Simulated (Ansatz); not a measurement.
ZrO$_{2}$ (fluorite)

```
CELL_PARAMETERS angstrom
      0.00000     2.53212     2.53212
      2.53212     0.00000     2.53212
      2.53212     2.53212     0.00000
ATOMIC_POSITIONS crystal
  Zr 0.00000 0.00000 0.00000
  O  0.25000 0.25000 0.25000
  O  0.75000 0.75000 0.75000
```

The slice is a {111} plane (indices of the conventional cell) through the point (0.250, 0.250, 0.250) (fractional), spanned by u = [100] and v = [-1 2 0] in vectors of this cell: u (3.58 Å) and v (6.20 Å, at 90° to u). It covers one period; positions are fractions (u, v).

Level of theory: PBEsol (plane waves to 420 eV, PAW, scalar-relativistic; Ansatz, a quantum-chemistry and plane-wave program). k mesh 11×11×11. Inside the PAW spheres the values are not all-electron values, and peaks at nuclei hang on which shells count as valence. The PAW data are Ansatz's earlier set. This is a high-temperature form of ZrO2. ZrO2 is run without spin polarisation. ZrO2 was relaxed with its symmetry unable to fall.

Q: Predict the map of the electrostatic potential energy of an electron, from the cell's mean on the slice.

A: 
```
|xxxx420000024xxx|
|xxxx200000002xxx|
|xxx3000xxx0003xx|
|x76300xxxxx00367|
|986300xxxxx00378|
|9873000xxx000378|
|99740000x0000479|
|9986300000003689|
|9997642000246799|
|99998754x4578999|
|999997xxxxx79999|
|78898xxxxxxx8988|
|55677xxxxxxx7765|
|0135xxxxxxxxx531|
|00024xxxxxxx4200|
|00002xxxxxxx2000|
|xx0003xxxxx3000x|
|xxx00367x76300xx|
|xxx00378986300xx|
|xx0003789873000x|
|x000047999740000|
|0000368999863000|
|0024679999976420|
|x457899999998754|
|xxx79999999997xx|
|xxxx898878898xxx|
|xxxx776555677xxx|
|xxxxx5310135xxxx|
```
Scale: ten equal steps from 3.00 (start of '0') to 11.32 (end of '9'), in the order '0123456789'. Values: electrostatic potential energy of an electron, from the cell's mean, in eV. The map has 16 points along u (one character each, u = 0 at the left) and 28 along v (v = 0 in the bottom row). Points within 0.9 Å of a nucleus are blanked (x), as the pseudised field means little there. Values under 3 eV are set to 3. The zero, the cell's mean, hangs on the PAW cores.
